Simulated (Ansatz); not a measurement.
Relaxed-ion elastic tensor of TiS (NiAs type, P6_3/mmc) in GPa (Voigt order), LDA (plane waves, PAW; program Ansatz); density 4.64 g/cm³, 14.30 Å³ per atom.

```
 242  96.5   111   0.0   0.0   0.0
96.5   242   111   0.0   0.0   0.0
 111   111   261   0.0   0.0   0.0
 0.0   0.0   0.0  83.5   0.0   0.0
 0.0   0.0   0.0   0.0  83.5   0.0
 0.0   0.0   0.0   0.0   0.0  72.6
```

Q: Is the crystal mechanically stable?

A: Yes: the smallest eigenvalue of C is 72.6 GPa.

Q: Work out the Voigt, Reuss and Hill averages.

A: K_V = 153, K_R = 153, K_H = 153; G_V = 76.4, G_R = 75.8, G_H = 76.1 GPa.

Q: Give Young's modulus, Poisson's ratio, Pugh's ratio and the universal anisotropy index.

A: E = 9KG/(3K + G) = 196 GPa; ν = 0.29; K/G = 2.01 (ductile by the Pugh limit of 1.75); A_U = 5G_V/G_R + K_V/K_R − 6 = 0.04.

Q: Estimate the sound speeds and the Debye temperature.

A: v_l = √((K + 4G/3)/ρ) = 7410 m/s, v_t = √(G/ρ) = 4050 m/s, mean 4520 m/s; Θ = (h/k)(3n/4πV)^(1/3) v_m = 554 K.

Q: How much does each axis shrink under pressure?

A: Linear compressibilities β_i = Σ_j S_ij (j = 1 to 3): x 2.4, y 2.4, z 1.8 per TPa.

The workflow started from an entry of the Crystallography Open Database (COD), which files this formula under 2 space groups. Its standing as an ambient phase is unchecked. The LDA relaxation kept the symmetry of its start; of distortions, only those at the zone centre were tested. No spin polarisation was allowed. As this level gives no gap, shear constants depend on the k-mesh and smearing (Fermi–Dirac, 0.1 eV here). On the denser mesh and wider smearing of the elastic run this cell carries a stress of 0.5 GPa.

Potentials: the later of the program's two PAW sets.
